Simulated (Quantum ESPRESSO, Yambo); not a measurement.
## AgI under isotropic strain

```
CELL_PARAMETERS angstrom
      0.00000     3.22284     3.22284
      3.22284     0.00000     3.22284
      3.22284     3.22284     0.00000
ATOMIC_POSITIONS crystal
  Ag 0.00000 0.00000 0.00000
  I  0.25000 0.25000 0.25000
```

AgI (zinc blende, space group F-43m, No. 216) under isotropic strain (on all lattice vectors), counted from the cell relaxed with PBEsol, atoms relaxed at each step. PBEsol (pw.x of Quantum ESPRESSO, ONCV potentials, without SOC); G0W0 and BSE in Yambo (4×4×4 Γ-centred k mesh, bands 5 to 129 and a 8 Ry block in the screening, 129 bands in G with the Bruneval-Gonze terminator, plasmon pole fitted at 27.2 eV; BSE 6×6×6 mesh, 5 valence and 4 conduction bands, static screening with 39 bands and a 4 Ry block, scissor from each state's G0W0).

```csv
strain (%),pressure (GPa),PBEsol gap (eV),kind,G0W0 direct gap (eV),lowest vertical BSE state (eV),RPA ε∞ along x
-3,4.0,1.19,direct,2.33 at Γ,not resolved,–
-1.5,1.7,1.19,direct,2.35 at Γ,not resolved,–
-0.7,0.7,1.19,direct,2.36 at Γ,not resolved,–
0,0.0,1.20,direct,2.38 at Γ,not resolved,–
+1,-1.0,1.20,direct,2.40 at Γ,not resolved,–
+2,-1.8,1.20,direct,2.43 at Γ,not resolved,–
```

Between -0.7 % and +1 % the direct gap at Γ has a volume deformation potential dE/dlnV of 0.8 eV in G0W0 and 0.1 eV in PBEsol.

GW, BSE and RPA settings are held fixed; their convergence isn't established. Strains are linear. Without spin-orbit coupling, band edges of such heavy elements can be off by tenths of an eV.
